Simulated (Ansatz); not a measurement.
Ti (hcp, Mg type)

```
Ti
1.0
    2.93900     0.00000     0.00000
   -1.46950     2.54525     0.00000
    0.00000     0.00000     4.65011
Ti
2
Direct
  0.33333   0.66667   0.75000
  0.66667   0.33333   0.25000
```

The slice is a (0001) plane (indices of the conventional cell) through the point (0.333, 0.667, 0.750) (fractional), spanned by u = [110] and v = [1 -1 0] in vectors of this cell: u (2.94 Å) and v (5.09 Å, at 90° to u). It covers one period; positions are fractions (u, v).

Method: PBE (plane waves to 420 eV, PAW, scalar-relativistic; Ansatz, an electronic-structure program). k mesh 18×18×10. These are valence fields of a PAW run, semicore shells included where kept as valence: close to a nucleus they are smooth pseudo fields. Ti is run without spin polarisation. Ti was relaxed with its symmetry unable to fall.

Task: What is the ELF at the midpoint of the shortest Ti–Ti line in this plane (2.94 Å)?

Result: 0.27.

Task: What is the valence density on the shortest Ti–Ti line in this plane (2.94 Å), at its midpoint?

Result: 0.19 e/Å³.

Task: Predict the map of the valence electron density on the slice.

Result: 
```
v \ u  0.00  0.14  0.29  0.43  0.57  0.71  0.86
-----  ----  ----  ----  ----  ----  ----  ----
0.88    0.5   0.1  -0.5  -0.6  -0.6  -0.5   0.1
0.75   -0.8  -0.8  -0.7  -0.6  -0.6  -0.7  -0.8
0.62   -0.8  -0.7  -0.2   0.4   0.4  -0.2  -0.7
0.50   -0.7  -0.5   0.5   1.0   1.0   0.5  -0.5
0.38   -0.6  -0.6  -0.2   0.4   0.4  -0.2  -0.6
0.25   -0.6  -0.7  -0.7  -0.8  -0.8  -0.7  -0.7
0.12    0.5   0.1  -0.6  -0.8  -0.8  -0.6   0.1
0.00    1.0   0.8  -0.1  -0.7  -0.7  -0.1   0.8
```

Values: log₁₀ of the valence density in e/Å³. The scale is logarithmic, as a density can span decades between atoms and voids.
